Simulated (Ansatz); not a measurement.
## MoPd, first-principles data

MoPd:
```yaml
crystal:
  lattice:
    - [3.11971, 0.00000, 0.00000]
    - [0.00000, 3.11971, 0.00000]
    - [0.00000, 0.00000, 3.11971]
  atoms:
    - { symbol: Pd, position: [0.00000, 0.00000, 0.00000] }
    - { symbol: Mo, position: [0.50000, 0.50000, 0.50000] }
```

Space group Pm-3m (No. 221), CsCl type; conventional cell a = b = c = 3.120 Å, α = β = γ = 90.00°.

Method: the program Ansatz at the PBEsol level (PAW). Geometry: relaxed at this level of theory. Other levels are named where they apply.

**Cell and energy**

* **Volume per atom**: 15.18 Å³
* **Density**: 11.07 g/cm³
* **Formation energy from the elements (no fitted shifts)**: 0.46 eV/atom

**Electronic structure**

Electronic character: metallic (no gap)
Density of states at the Fermi level: 1.7 states/eV per atom (mean over ±0.08 eV)
Gap with spin–orbit coupling: none (metallic)

**Mechanics**

- Bulk modulus (Birch–Murnaghan fit) = 238 GPa
- Pressure derivative B′ = 4.7
- Elastic constants (relaxed ions, GPa) = C11 = 74.7, C12 = 320, C44 = 110
- Mechanical stability = unstable (C has a negative eigenvalue)

**Phonons**

- Highest zone-centre frequency: 68 cm⁻¹
- Zone-centre stability: no imaginary mode at Γ

The start of the workflow was typed in or built on a structure type; neither database checked (COD, Materials Project) lists it. Its standing as an ambient phase is unchecked. Symmetry was held in the PBEsol relaxation. No spin polarisation was allowed. Its formation energy is positive at this level, so the cell may be metastable or incomplete. As this level gives no gap, shear constants depend on the k-mesh and smearing (Fermi–Dirac, 0.1 eV here). As this level gives no gap, phonon frequencies hold no LO–TO term and depend on the k-mesh and smearing (Fermi–Dirac, 0.1 eV here). The references are the lowest solids computed at this level, not always the standard phases. Scalar-relativistic: spin–orbit coupling is off unless named, which matters more the heavier the elements.

Potentials: the later of the program's two PAW sets.
